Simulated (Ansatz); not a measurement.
# Phonon dispersion of NaBeF3

Computed with DFT PBE, scalar-relativistic, plane waves, PAW (Ansatz 0.2.0). Cutoff 420 eV, 8×4×4 k-points (Γ-centred), fixed occupations. No spin polarisation. Phonons by linear response, acoustic sum rule imposed.

Relaxed structure:
```yaml
crystal:
  lattice:
    - [2.91445, 0.00000, 0.00000]
    - [0.00000, 5.25681, 0.00000]
    - [0.00000, 0.00000, 9.75038]
  atoms:
    - { symbol: Na, position: [0.00000, 0.17997, 0.90451] }
    - { symbol: Na, position: [0.00000, 0.82003, 0.40451] }
    - { symbol: Be, position: [0.50000, 0.31488, 0.21907] }
    - { symbol: Be, position: [0.50000, 0.68512, 0.71907] }
    - { symbol: F, position: [0.00000, 0.46412, 0.25984] }
    - { symbol: F, position: [0.00000, 0.53588, 0.75984] }
    - { symbol: F, position: [0.50000, 0.07146, 0.30257] }
    - { symbol: F, position: [0.50000, 0.92854, 0.80257] }
    - { symbol: F, position: [0.50000, 0.28670, 0.06453] }
    - { symbol: F, position: [0.50000, 0.71330, 0.56453] }
```

The structure comes from a generated guess, relaxed at this level; another structure or a mixture of phases may lie lower. The q mesh is coarse, so values between its points are rough. Modes under 40 cm⁻¹ are poorly fixed.

Force constants from linear response on a 4×1×1 q mesh.

Question: Is the structure dynamically stable on the q mesh?

Answer: Yes, on this mesh: no mode is imaginary. Between the mesh points the interpolation dips to 62i cm⁻¹.

Question: Give the frequencies (cm⁻¹) at the zone-boundary points of high symmetry (interpolated where a point lies off the q mesh).

Answer:
```csv
point,q,frequencies
X,0.500 0.000 0.000,19 52 95 107 147 148 152 152 206 237 242 248 284 289 304 335 343 347 354 366 373 382 428 445 642 648 701 706 896 913
S,0.500 0.500 0.000,26 52 91 100 130 138 139 152 205 243 246 246 274 289 302 333 347 347 355 366 381 382 429 444 633 636 707 716 903 906
Y,0.000 0.500 0.000,62i 39 64 73 76 116 123 125 139 174 191 216 225 255 268 281 289 293 295 297 304 324 398 417 509 517 828 865 959 964
Z,0.000 0.000 0.500,26 26 61 61 65 65 109 109 174 174 185 185 263 263 266 266 296 296 301 301 317 317 402 402 514 514 802 802 1012 1012
U,0.500 0.000 0.500,39 39 100 100 150 150 150 150 216 216 257 257 270 270 339 339 341 341 351 351 378 378 437 437 645 645 703 703 905 905
R,0.500 0.500 0.500,41 41 96 96 134 134 144 144 219 219 256 256 273 273 326 326 341 341 361 361 382 382 438 438 634 634 711 711 905 905
T,0.000 0.500 0.500,33i 33i 69 69 76 76 141 141 172 172 183 183 253 253 262 262 291 291 295 295 317 317 410 410 514 514 839 839 969 969
```
